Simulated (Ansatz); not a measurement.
# Computed properties of CaO2

CaO₂:
```
CELL_PARAMETERS angstrom
     -1.60804     1.60804     3.23912
      1.60804    -1.60804     3.23912
      1.60804     1.60804    -3.23912
ATOMIC_POSITIONS crystal
  Ca 0.50000 0.50000 0.00000
  O  0.88686 0.88686 0.00000
  O  0.11314 0.11314 0.00000
```

Space group I4/mmm (No. 139); conventional cell a = 3.216 Å, b = 3.216 Å, c = 6.478 Å, α = 90.00°, β = 90.00°, γ = 90.00°.

Method: LDA in the plane-wave PAW code Ansatz. The cell and atoms are relaxed at this level. Other levels are named where they apply.

### Cell and energy

* **Volume per atom**: 11.17 Å³
* **Density**: 3.57 g/cm³
* **Formation energy from the elements (no fitted shifts)**: -2063 meV/atom

### Electronic structure

- Band gap: 2.69 eV (smallest direct gap 2.70 eV)
- Valence-band maximum: on the M–S line, 44 % of the way from M
- Conduction-band minimum: at M
- Electron effective mass: 0.49, 0.49, 2.3 mₑ (principal values)
- Hole effective mass: 1.3, 1.3, 13 mₑ (principal values)

### Mechanics

* **Bulk modulus (Birch–Murnaghan fit)**: 86.9 GPa
* **Pressure derivative B′**: 8.3

### Dielectric response

- Electronic dielectric constant ε∞ (DFPT) = 3.51 (xx = yy), 3.68 (zz)
- Born charges (a third of the trace) = Ca +2.63, O -1.31 e

### Phonons

Highest zone-centre frequency (without LO–TO term): 960 cm⁻¹
Zone-centre stability: unstable, softest mode 139i cm⁻¹
Dynamical stability on the path: unstable, down to 189i cm⁻¹

The workflow started from a Materials Project entry (that database holds measured and hypothetical structures alike); the Crystallography Open Database copy checked does not list it. Its standing as an ambient phase is unchecked. The cell was relaxed with LDA under the symmetry of its start. The references are the lowest solids computed at this level, not always the standard phases (solids in place of the gases).

Potentials: the later of the program's two PAW sets.
